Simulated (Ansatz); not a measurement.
**Profile along the V–V line in V (bcc, W type)**

V (bcc, W type)

Space group Im-3m (No. 229); a = b = c = 2.9847 Å, α = β = γ = 90.00°

```
atom  site  symmetry       x       y       z
----  ----  --------  ------  ------  ------
V       2a      m-3m  0.0000  0.0000  0.0000
```
(The calculation used a cell of 1 atom; values per cell refer to that cell.)

Fields along a shortest V–V line of a {211} plane (2.58 Å), from V to V, interpolated on the slice's grid (step about 0.2 Å). These are r2SCAN (plane waves to 500 eV, PAW, scalar-relativistic; Ansatz, a quantum-chemistry and plane-wave program) values and carry that method's errors. k mesh 22×22×22. These are valence fields of a PAW run, semicore shells included where kept as valence: close to a nucleus they are smooth pseudo fields. The PAW data are Ansatz's earlier set. V is run without spin polarisation. V was relaxed with its symmetry unable to fall.

| distance from V (Å) | valence electron density (e/Å³) | electron localisation function |
|---|---|---|
| 0.00 | 16.99 | x |
| 0.13 | 15.79 | x |
| 0.26 | 12.75 | x |
| 0.39 | 8.96 | x |
| 0.52 | 5.50 | 0.68 |
| 0.65 | 2.89 | 0.57 |
| 0.77 | 1.31 | 0.40 |
| 0.90 | 0.61 | 0.23 |
| 1.03 | 0.39 | 0.16 |
| 1.16 | 0.32 | 0.19 |
| 1.29 | 0.30 | 0.22 |
| 1.42 | 0.32 | 0.19 |
| 1.55 | 0.39 | 0.16 |
| 1.68 | 0.61 | 0.23 |
| 1.81 | 1.31 | 0.40 |
| 1.94 | 2.89 | 0.57 |
| 2.06 | 5.50 | 0.68 |
| 2.19 | 8.96 | x |
| 2.32 | 12.75 | x |
| 2.45 | 15.79 | x |
| 2.58 | 16.99 | x |

x: too close to a nucleus for the ELF to mean much.

Density on the V–V line (2.58 Å) at its midpoint: 0.30 e/Å³. ELF at that point: 0.2.
